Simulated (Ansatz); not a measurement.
A relaxation computed with Ansatz, from input to last step.

```yaml
crystal:
  lattice:
    - [3.4725080643, 0.0, 0.0]
    - [0.0, 3.4725080643, 0.0]
    - [0.0, 0.0, 5.933883]
  atoms:
    - { symbol: Cu, position: [0.5, 0.5, 0.0] }
    - { symbol: Cu, position: [0.5, 0.0, 0.32997] }
    - { symbol: Cu, position: [0.0, 0.5, 0.67003] }
    - { symbol: S, position: [0.5, 0.0, 0.731581] }
    - { symbol: S, position: [0.0, 0.5, 0.268419] }
basis:
  ecutwfc: 500
kpoints:
  mp_grid: { grid: [10, 10, 6] }
hamiltonian:
  xc: r2scan
scf:
  occupations: { method: gaussian, width: 0.1 }
output:
  forces: true
  stress: true
  eigenvalues: true
relax:
  adjacent_minimum: "off"
  f_tol: 0.005
  max_steps: 80
  cell: { stress_tol: 0.05 }
```

```bash
ansatz run input.yaml --threads 1 --pin off --max-ram 2560MiB --backend cpu --events-out ev --progress --plain --runs-dir out
```

Computed with DFT r2SCAN, scalar-relativistic, plane waves, PAW in Ansatz.

Of 6 frames 5 are shown, positions in Å and forces in eV/Å; the SCF threshold varies from step to step. Steps run on the plane waves of an earlier cell, with a Pulay correction in the pressure. The basis is chosen afresh for the last frame, the zero of the energies, and at times for earlier ones too; energy and pressure step there, also at an unchanged geometry.

```xyz
5
Lattice="3.4725 0.0000 0.0000 0.0000 3.4725 0.0000 0.0000 0.0000 5.9339" Properties=species:S:1:pos:R:3:forces:R:3 pbc="T T T" step=1 free_energy_over_end_meV_per_atom=0.83 pressure_GPa=-0.36
Cu    1.7363    1.7363    0.0000    0.0000    0.0000    0.0000
Cu    1.7363    0.0000    1.9580    0.0000    0.0000   -0.1050
Cu    0.0000    1.7363    3.9759    0.0000    0.0000    0.1050
S     1.7363    0.0000    4.3411    0.0000    0.0000    0.1075
S     0.0000    1.7363    1.5928    0.0000    0.0000   -0.1075
5
Lattice="3.4701 0.0000 0.0000 0.0000 3.4701 0.0000 0.0000 0.0000 5.9314" Properties=species:S:1:pos:R:3:forces:R:3 pbc="T T T" step=2 free_energy_over_end_meV_per_atom=0.48 pressure_GPa=-0.17
Cu    1.7350    1.7350    0.0000    0.0000    0.0000    0.0000
Cu    1.7350    0.0000    1.9525    0.0000    0.0000   -0.0803
Cu    0.0000    1.7350    3.9789    0.0000    0.0000    0.0803
S     1.7350    0.0000    4.3423    0.0000    0.0000    0.0643
S     0.0000    1.7350    1.5891    0.0000    0.0000   -0.0643
5
Lattice="3.4646 0.0000 0.0000 0.0000 3.4646 0.0000 0.0000 0.0000 5.9385" Properties=species:S:1:pos:R:3:forces:R:3 pbc="T T T" step=3 free_energy_over_end_meV_per_atom=0.06 pressure_GPa=0.04
Cu    1.7323    1.7323    0.0000    0.0000    0.0000    0.0000
Cu    1.7323    0.0000    1.9401    0.0000    0.0000   -0.0167
Cu    0.0000    1.7323    3.9984    0.0000    0.0000    0.0167
S     1.7323    0.0000    4.3520    0.0000    0.0000   -0.0197
S     0.0000    1.7323    1.5865    0.0000    0.0000    0.0197
5
Lattice="3.4613 0.0000 0.0000 0.0000 3.4613 0.0000 0.0000 0.0000 5.9479" Properties=species:S:1:pos:R:3:forces:R:3 pbc="T T T" step=4 free_energy_over_end_meV_per_atom=-0.01 pressure_GPa=0.08
Cu    1.7307    1.7307    0.0000    0.0000    0.0000    0.0000
Cu    1.7307    0.0000    1.9381    0.0000    0.0000   -0.0032
Cu    0.0000    1.7307    4.0098    0.0000    0.0000    0.0032
S     1.7307    0.0000    4.3569    0.0000    0.0000   -0.0145
S     0.0000    1.7307    1.5911    0.0000    0.0000    0.0145
5
Lattice="3.4587 0.0000 0.0000 0.0000 3.4587 0.0000 0.0000 0.0000 5.9614" Properties=species:S:1:pos:R:3:forces:R:3 pbc="T T T" step=6 free_energy_over_end_meV_per_atom=0.00 pressure_GPa=-0.01
Cu    1.7294    1.7294    0.0000    0.0000    0.0000    0.0000
Cu    1.7294    0.0000    1.9406    0.0000    0.0000   -0.0006
Cu    0.0000    1.7294    4.0209    0.0000    0.0000    0.0006
S     1.7294    0.0000    4.3647    0.0000    0.0000   -0.0006
S     0.0000    1.7294    1.5968    0.0000    0.0000    0.0006
```

Spin polarisation was left out, and a magnetic state may lie lower.